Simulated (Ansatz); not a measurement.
YN in space group P6_3/mmc (No. 194; Y on 2d, N on 2c), PBE in the plane-wave PAW code Ansatz, all energies at zero smearing, with the estimated change up to a 700 eV cutoff added, with one set of potentials and settings (totals compare only within such a set). Cell of 4 atoms (2 Y, 2 N): -8471.820 eV.

```json
[
 {"element": "Y", "reference phase": "P6_3/mmc, 2 atoms in the cell", "E (eV/atom)": "-3848.6668"},
 {"element": "N", "reference phase": "Pa-3, 8 atoms in the cell", "E (eV/atom)": "-384.0325"}
]
```

Formation energy per atom, worked out: (-8471.820 − 2×(-3848.6668) − 2×(-384.0325))/4 = -1.605 eV/atom (-155 kJ per mol of atoms), at 0 K, without zero-point energy or fitted corrections.

The workflow started from a Materials Project entry (that database holds measured and hypothetical structures alike); the Crystallography Open Database copy checked does not list it. COD files the formula under space group No. 225, so this cell is another polymorph or a model. Its standing as an ambient phase is unchecked. The PBE relaxation kept the symmetry of its start; phonons on a q-mesh show no instability. The run is not spin-polarised. The references are the lowest solids computed at this level, not always the standard phases (solids in place of the gases).

Potentials: the later of the program's two PAW sets.
